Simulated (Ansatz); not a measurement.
Here is the system:

AlNi:
```
CELL_PARAMETERS angstrom
      2.83227     0.00000     0.00000
      0.00000     2.83227     0.00000
      0.00000     0.00000     2.83227
ATOMIC_POSITIONS crystal
  Al 0.50000 0.50000 0.50000
  Ni 0.00000 0.00000 0.00000
```

This is the LDA-relaxed structure.

### Question
All from DFT-LDA in the program Ansatz with PAW potentials, unless another level is named. Give the formation energy from the elements (no fitted shifts).

### Answer
-0.71 eV/atom.

### Question
Predict the density of states at the Fermi level.

### Answer
0.39 states/eV per atom (mean over ±0.08 eV).

Space group Pm-3m (CsCl type). The cell was relaxed with LDA under the symmetry of its start; of distortions, only those at the zone centre were tested. The run is not spin-polarised. The references are the lowest solids computed at this level, not always the standard phases.

Potentials: the earlier of the program's two PAW sets.
